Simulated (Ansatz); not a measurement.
Input file for Ansatz (a first-principles code):

Ansatz 0.2 input:
```yaml
crystal:
  lattice:
    - [0.0, 2.0210677828, 2.0210677828]
    - [2.0210677828, 0.0, 2.0210677828]
    - [2.0210677828, 2.0210677828, 0.0]
  atoms:
    - { symbol: V, position: [0.0, 0.0, 0.0] }
    - { symbol: N, position: [0.5, 0.5, 0.5] }
kpoints:
  mp_grid: { grid: [17, 17, 17] }
hamiltonian:
  xc: lda
  pseudopotentials: { kind: paw }
scf:
  occupations: { method: fermi_dirac, width: 0.1 }
phonons:
  method: dfpt
  response_accuracy: low
  eigenvectors: true
  rigid_motions: translations
```

Output (shortened):

```
Pseudopotential: V, paw, valence charge 13
Pseudopotential: N, paw, valence charge 5
Functional definition: SPW92
Crystal: 2 atoms, lattice volume = 16.511 Å³
Basis set: ecut = 420 eV, 331 PW (Γ), exchange–correlation on 40×40×40 points (8 copies of the dense FFT grid, shifted against one another)
Bands: 13, of which v1, the nominal top of the filled ones, is band 9 counted from 1 (8 counted from 0)
Symmetry: 48 space group operations
k-points: 405 of 4913 (irreducible under 8 space group operations, time reversal used)
SCF iter   1: F=—  HF=-3236.822742 eV  |F-HF|=—  |Δ(HF+E_count)|=         —  Δρ=1.31e-2  dr2=2.73e-2  ethr=1.77e-3  ⟨swp⟩=4.6  Hψ=56033  notcnv=0
automatic band count: the SCF goes on with 17 bands, as 13 were too few: the levels above may hold too much charge
preconditioner: auto → none
SCF iter   2: F=—  HF=-3236.819205 eV  |F-HF|=—  |Δ(HF+E_count)|=   3.54e-3  Δρ=9.20e-3  dr2=1.52e-2  ethr=1.52e-4  ⟨swp⟩=1.0  Hψ=10129  notcnv=0  defer=14
SCF iter   3: F=—  HF=-3236.816168 eV  |F-HF|=—  |Δ(HF+E_count)|=   3.04e-3  Δρ=1.32e-3  dr2=3.31e-4  ethr=8.42e-5  ⟨swp⟩=1.0  Hψ=6487  notcnv=0  defer=14
SCF iter   4: F=—  HF=-3236.816087 eV  |F-HF|=—  |Δ(HF+E_count)|=   8.09e-5  Δρ=1.82e-4  dr2=4.38e-6  ethr=1.84e-6  ⟨swp⟩=1.1  Hψ=6506  notcnv=0  defer=14
SCF iter   5: F=—  HF=-3236.816083 eV  |F-HF|=—  |Δ(HF+E_count)|=   4.23e-6  Δρ=3.01e-5  dr2=1.20e-7  ethr=2.43e-8  ⟨swp⟩=1.9  Hψ=7462  notcnv=0  defer=14
SCF iter   6: F=—  HF=-3236.816086 eV  |F-HF|=—  |Δ(HF+E_count)|=   2.61e-6  Δρ=1.55e-6  dr2=1.84e-10  ethr=6.68e-10  ⟨swp⟩=2.0  Hψ=8257  notcnv=0  defer=14
SCF iter   7: F=-3236.816086 eV  HF=-3236.816086 eV  |F-HF|=1.82e-12  |Δ(HF+E_count)|=  5.09e-11  Δρ=1.17e-7  dr2=1.37e-12  ethr=1.00e-12  ⟨swp⟩=8.1  Hψ=28059  notcnv=0
SCF 1 converged in 7 iterations: F = -3236.816086 eV  dr2 = 1.37e-12
DFPT response loops at Γ: preconditioner auto → Kerker (q_TF=auto, 2.768 Å⁻¹) (partly filled bands, converged f_vac=0.000) …
SCF converged after 7 iterations
Free energy (F): -3236.816086 eV
Harris-Foulkes:  -3236.816086 eV  (|F-HF|=1.82e-12)
Internal energy: -3236.764367 eV  (E = F + TS)
E sigma→0 (E₀):  -3236.790226 eV
Entropy (-TS):   -0.051719 eV (-25.859 meV/atom)
Fermi energy:    19.391657 eV
--- Per-component energies (eV) ---
  E_band       = -85.474694
  E_kinetic    = 472.322317
  E_local      = -913.753409  (includes V_loc(G=0)·N_el)
  E_nonlocal   = 4.805790
  E_hartree    = 406.607866
  E_xc         = -191.017343
  E_vxc        = -243.800194  (∫ρ·V_xc dr)
  E_paw        = -1179.517435  (= ΣΔE_a)
  E_vpaw       = -218.265280  (= ΣTr[D̂ρ^β])
  E_aug_tail   = 0.000338  (compensation charges beyond the density's cutoff)
  E_ewald      = -1836.638684
  E_core_change = 0.426194  (= ΣΔE_core)
  E_smearing   = -0.051719  (= −TS)
  E_closure    = 0.000000  (closes the sum)
  Σ components = -3236.816086   (vs F -3236.816086, Δ=0.00e0)
  [band-id]    e_kinetic+e_local+e_nonlocal+2·e_hartree+e_vxc+e_vpaw+e_augmentation_tail = -85.474707   (vs E_band -85.474694, Δ=-1.29e-5)
--- Band table (eV; the first three rows and the last of 405) ---
  k-point 0: bands = ["-45.3796", "-19.2966", "-19.2966", "-19.2966", "1.1988", "17.0747", "17.0747", "17.0747", "17.7102", "17.7102", "17.7102", "18.8513", "18.8513", "26.1612", "33.5688", "39.8761", "39.8761"]
  k-point 1: bands = ["-45.3762", "-19.3189", "-19.2985", "-19.2985", "1.2775", "16.4806", "16.5901", "16.5901", "17.8494", "17.8494", "18.1084", "19.3142", "19.3142", "26.3380", "33.5791", "39.7953", "39.7953"]
  k-point 2: bands = ["-45.3665", "-19.3825", "-19.3040", "-19.3040", "1.5079", "15.5007", "15.8009", "15.8009", "18.0681", "18.0681", "18.5643", "20.2278", "20.2278", "26.8007", "33.5233", "39.5028", "39.5028"]
  k-point 404: bands = ["-45.2463", "-19.6911", "-19.6531", "-19.5120", "3.6070", "12.6800", "12.9766", "13.2097", "19.3526", "19.7279", "20.7751", "21.8917", "22.5722", "31.9264", "32.1444", "33.2433", "37.2317"]
--- Phonons (Γ-DFPT): 2 representative perturbations + reference, on 405 of 4913 k-points (Σ response iterations 5) ---
  ASR residual: 1.846e-3 → 0.000e0 eV/Å²; symmetrization residual: 2.787e-5 eV/Å²
  ASR residual per site (eV/Å²): 1.85e-3 2.54e-4
  Γ frequencies (cm⁻¹): 0.00 0.00 0.00 410.86 410.86 410.86
  non-analytic LO–TO correction: not included (Born effective charges unavailable; polar crystals: no LO–TO splitting at Γ)
```

Cost: roughly 23 core-seconds on shared cores.

Space group Fm-3m (rock salt). The cell was relaxed with LDA under the symmetry of its start; of distortions, only those at the zone centre were tested. No spin polarisation was allowed. As this level gives no gap, phonon frequencies hold no LO–TO term and depend on the k-mesh and smearing (Fermi–Dirac, 0.1 eV here).

Potentials: the later of the program's two PAW sets.

Ansatz is a plane-wave DFT program.
